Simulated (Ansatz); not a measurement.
## KPH₃O₃F — coordination and 2H quadrupole coupling

Cell: a computed structure from the Materials Project (it need not be an observed phase).

Space group P2_1/c (No. 14); a = 6.5370, b = 10.9456, c = 7.9277 Å, β = 124.66°.

```
site  Wyckoff  site symmetry       x       y       z
   K       4e              1  0.0652  0.3207  0.4499
  H5       4e              1  0.2850  0.9475  0.7271
  H9       4e              1  0.2831  0.0396  0.3793
 H13       4e              1  0.5897  0.2214  0.9493
   P       4e              1  0.4044  0.0475  0.7062
 O21       4e              1  0.6662  0.0105  0.7777
 O25       4e              1  0.2346  0.0804  0.4688
 O29       4e              1  0.3844  0.1562  0.8185
   F       4e              1  0.7508  0.2729  0.0488
```

One atom of each set is listed.

Method: Kohn–Sham DFT in Ansatz, PBE, plane waves and PAW, scalar-relativistic, 420 eV cutoff, Γ-centred 4×2×3 k-points, Fermi–Dirac smearing 0.02 eV.

Q(2H) = 2.858 mb.

Problem. Order the H environments from the weakest to the strongest quadrupole coupling.
A. H5: 1 P at 1.41 Å
B. H9: 1 O at 1.03 Å; also 1 O at 1.56 Å
C. H13: 1 F at 1.05 Å; also 1 O at 1.34 Å

Solution. C (0.089 MHz, η = 0.07), A (0.115 MHz, η = 0.00), B (0.147 MHz, η = 0.15).

At H13 V_zz points along its bond to F (within 1°). At H5 V_zz points along its bond to P (within 1°). At H9 V_zz points along its bond to O (within 1°). Like point charges on the first shell alone (each adding as 1/d³) would give another order (H5 < H13 < H9): the kind of neighbour, the covalent part of each bond and the atoms beyond the first shell count as well.
